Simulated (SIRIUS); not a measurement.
SIRIUS run on Ge (C2/m, 2 atoms in the cell; from Materials Project mp-32, changed as shown): self-consistent single point.

All values come from this method and carry its errors: PBEsol, FP-LAPW (LAPW with two local orbitals a valence shell; core below -3 Ha), all-electron full potential with ZORA scalar-relativistic valence and Dirac core in SIRIUS.

The change in words: lattice vector b scaled by 1.02. Reference geometry (Fd-3m):
```
CELL_PARAMETERS angstrom
      0.00000     2.83743     2.83743
      2.83743     0.00000     2.83743
      2.83743     2.83743     0.00000
ATOMIC_POSITIONS crystal
  Ge 0.50000 0.50000 0.50000
  Ge 0.75000 0.75000 0.75000
```

Reference input (self-consistent single point, DFT, PBEsol, FP-LAPW (LAPW with two local orbitals a valence shell; core below -3 Ha), all-electron full potential with ZORA scalar-relativistic valence and Dirac core): parameters.ngridk = 14 14 14; basis = LAPW with two local orbitals a valence shell, core below -3 Ha; unit_cell.atom_type_rmt = {Ge: 2.25} bohr; parameters.xc_functionals = [XC_GGA_X_PBE_SOL, XC_GGA_C_PBE_SOL]; parameters.aw_cutoff = 7; parameters.pw_cutoff = 20 1/bohr; parameters.smearing = fermi_dirac; parameters.smearing_width = 0.00367493 Ha; parameters.electronic_structure_method = full_potential_lapwlo; parameters.lmax_apw = 8; parameters.lmax_rho = 8; parameters.lmax_pot = 8. This run's input differs from it in these lines:

```diff
@@ -37,3 +37,3 @@
       [0.0, 5.3619561492, 5.3619561492],
-      [5.3619561492, 0.0, 5.3619561492],
+      [5.469196217, 0.0, 5.469196217],
       [5.3619561492, 5.3619561492, 0.0]
```

The program printed (abridged):

```
[find] density tolerance         : 1e-06
[find] total energy tolerance    : 1e-07
[find] iter_solver_tol (initial) : 0.01
[find] iter_solver_tol (target)  : 1e-13
[find] num_dft_iter              : 100
Charges and magnetic moments
--------------------------------------------------------------------------------
atom      charge    core leakage
--------------------------------------------------------------------------------
   0   30.196908    0.000000e+00
   1   30.196908    0.000000e+00

total core leakage    : 0.00000000e+00
interstitial charge   : 3.606184
total charge          : 64.000000
[find] | SCF iteration   0 out of 100|
   [... lines left out ...]
[find]    1   30.209667    7.932299e-04
[find] total core leakage    : 1.58645984e-03
[find] interstitial charge   : 3.579079
[find] total charge          : 63.998412
[find] Energy
[find] smearing (-TS)                 :      -0.00010125
[find] Total energy                   :   -4195.13702345 (Ha),   -8390.27404690 (Ry)
[find] Free energy (E-TS)             :   -4195.13712469 (Ha),   -8390.27424939 (Ry)
[find] band gap (eV)                  :       0.00000000
[find] Efermi                         :       0.17695581
[find] iteration : 11, RMS (target) : 2.4719e-07 (1.0000e-06) , energy difference (target) : 2.7912e-09 (1.0000e-07)
[find] converged after 12 SCF iterations!
Warning in function "check_num_electrons" at src/density/density.cpp:1179
wrong number of electrons
  obtained value : 63.9984
  target value : 64
  difference : 0.00158759
  total core leakage : 0.00158646
    atom class : 0, core leakage : 0.00079323
[find] Charges and magnetic moments
[find] atom      charge    core leakage
[find]    0   30.209667    7.932299e-04
[find]    1   30.209667    7.932299e-04
[find] total core leakage    : 1.58645984e-03
[find] interstitial charge   : 3.579079
[find] total charge          : 63.998412
[find] Energy
[find] smearing (-TS)                 :      -0.00010125
[find] Total energy                   :   -4195.13702345 (Ha),   -8390.27404690 (Ry)
[find] Free energy (E-TS)             :   -4195.13712469 (Ha),   -8390.27424939 (Ry)
[find] band gap (eV)                  :       0.00000000
[find] Efermi                         :       0.17695581
[ground_state] ==== total Forces in Ha/bohr =====
[ground_state] atom:    0, force:      -0.0013757      0.0029719     -0.0013757
[ground_state] atom:    1, force:       0.0013757     -0.0029719      0.0013757
```

The run converged in 12 iterations. Against the reference run the free energy goes up by 4.9 meV/atom and the largest force goes from 0.000 to 0.183 eV/Å.

The structure comes from a collection of computed structures, made at another level of theory; the collection holds predicted forms beside known ones. Values depend on the basis (sphere radii, cutoffs, local orbitals), which need not be converged.

Cost on one core: about 4 core-minutes (a rough figure).

The gap that the log prints is read on the run's mesh, which can miss the band edges or a crossing.
